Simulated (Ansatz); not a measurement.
TaSi (NiAs type, P6_3/mmc), plane-wave PAW PBE (Ansatz code), all energies at zero smearing, with the estimated change up to a 700 eV cutoff added, with one set of potentials and settings (totals compare only within such a set). Cell of 4 atoms (2 Ta, 2 Si): -21137.225 eV.

```json
[
 {"element": "Ta", "reference phase": "Im-3m, 1 atoms in the cell", "E (eV/atom)": "-9932.2522"},
 {"element": "Si", "reference phase": "Fd-3m, 2 atoms in the cell", "E (eV/atom)": "-635.8096"}
]
```

Formation energy per atom, worked out: (-21137.225 − 2×(-9932.2522) − 2×(-635.8096))/4 = -0.275 eV/atom (-27 kJ per mol of atoms), at 0 K, without zero-point energy or fitted corrections.

A made-up cell: these elements were put on the sites of a structure type; neither database checked (COD, Materials Project) lists it. Whether it is the stable phase at ambient conditions was not checked. The PBE relaxation kept the symmetry of its start; its stability against distortions is not shown here. No spin polarisation was allowed. The references are the lowest solids computed at this level, not always the standard phases. Spin–orbit coupling is left out wherever it is not named.

Potentials: the later of the program's two PAW sets.
